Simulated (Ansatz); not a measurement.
The relaxed structure here is a generated cell of HfO2: the first start was made by placing the elements on the sites of a structure type, and the end was not matched to a known phase here, so it may be hypothetical. Known forms of HfO2 include space group No. 14, 29, 137, 225.

A relaxed structure of HfO$_{2}$. Space group P6₃/mmc (No. 194), AFLOW prototype A2B_hP12_194_cg_f (C10, as in SiO2). Method: r2SCAN (plane waves to 500 eV, PAW, scalar-relativistic; Ansatz, an electronic-structure program).

Space group P6₃/mmc (No. 194); a = b = 6.3416 Å, c = 10.3427 Å, α = β = 90.00°, γ = 120.00°

| atom | site | symmetry | x | y | z |
|---|---|---|---|---|---|
| Hf | 4f | 3m. | 0.3333 | 0.6667 | 0.0623 |
| O | 2c | -6m2 | 0.3333 | 0.6667 | 0.2500 |
| O | 6g | .2/m. | 0.5000 | 0.5000 | 0.5000 |

```yaml
volume_per_atom: 30.02 Å³
band_gap: 5.13 eV, direct at Γ (no spin-orbit coupling)
shortest_distances: Hf–O 1.94 Å; O–O 3.17 Å
k-mesh: 5×5×3
```

Band energies at high-symmetry points (eV from the VBM; labels of this space group; no spin-orbit coupling), from −5 eV up to 7.8 eV:

```csv
point,energies
Γ,-2.82 -2.80 -2.66 -2.66 -2.66 -2.56 -2.56 -2.42 -2.11 -2.11 -1.66 -1.66 -1.20 -1.13 -1.13 -0.70 -0.70 -0.69 -0.37 -0.37 -0.01 -0.01 0.00 0.00 5.13 6.04 6.04 6.45 6.45 6.76 6.89 7.03 7.20 7.20
M,-2.76 -2.73 -2.61 -2.57 -2.57 -2.55 -2.36 -2.33 -1.84 -1.69 -1.67 -1.48 -1.25 -1.22 -1.21 -1.12 -1.04 -0.95 -0.75 -0.55 -0.37 -0.28 -0.20 0.00 6.53 6.54 6.71 6.78 6.84 7.10 7.63
K,-2.68 -2.68 -2.61 -2.61 -2.56 -2.45 -2.45 -2.31 -1.78 -1.78 -1.63 -1.60 -1.52 -1.12 -1.08 -1.08 -0.98 -0.68 -0.68 -0.55 -0.55 -0.39 -0.39 -0.08 6.54 7.06 7.06 7.10 7.23 7.23 7.37 7.50 7.54 7.54
A,-2.79 -2.79 -2.61 -2.61 -2.61 -2.61 -2.58 -2.58 -1.96 -1.96 -1.96 -1.96 -0.92 -0.92 -0.81 -0.81 -0.81 -0.81 -0.23 -0.23 -0.23 -0.23 0.00 0.00 5.63 5.63 6.32 6.32 6.32 6.32 7.37 7.37 7.37 7.37 7.45 7.45
L,-2.77 -2.77 -2.62 -2.62 -2.47 -2.47 -2.40 -2.40 -1.65 -1.65 -1.59 -1.59 -1.40 -1.40 -1.13 -1.13 -1.02 -1.02 -0.56 -0.56 -0.30 -0.30 -0.15 -0.15 6.58 6.58 7.07 7.07 7.13 7.13 7.31 7.31 7.60 7.60
H,-2.75 -2.75 -2.56 -2.56 -2.46 -2.46 -2.44 -2.44 -1.62 -1.62 -1.62 -1.62 -1.42 -1.42 -1.28 -1.28 -0.68 -0.68 -0.62 -0.62 -0.42 -0.42 -0.27 -0.27 6.87 6.87 7.01 7.01 7.48 7.48 7.57 7.57
```

No spin polarisation in the result.

The run could not lose the symmetry of its start: the end is stationary, and may be a saddle point rather than a minimum.
